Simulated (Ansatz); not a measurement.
Zr₂InN in space group P6_3/mmc (No. 194; Zr on 4f, In on 2d, N on 2a) at seven volumes, PBEsol (plane waves, PAW; program Ansatz), shape and atoms relaxed at each. One row is withheld.

```
V (Å³/atom)  P (GPa)
-----------  -------
15.503         16.97
16.014         10.35
16.525          4.74
17.036          0.01
17.547         -3.96
18.058             ?
18.569         -9.95
```

Question: Fit the shown pressures and predict the withheld one.

Answer: P = (3/2)B₀(x^(7/2) − x^(5/2))[1 + (3/4)(B′ − 4)(x − 1)] with x = (V₀/V)^(2/3). Least squares on the six rows gives V₀ = 17.039 Å³/atom, B₀ = 143 GPa, B′ = 4.87. At V = 18.058, x = 0.9620 and P = -7.21 GPa. The run itself gave -7.23 GPa.

The workflow started from a Materials Project entry (that database holds measured and hypothetical structures alike); the Crystallography Open Database copy checked does not list it. Its standing as an ambient phase is unchecked. The PBEsol relaxation kept the symmetry of its start; of distortions, only those at the zone centre were tested. No spin polarisation was allowed.

Potentials: the later of the program's two PAW sets.
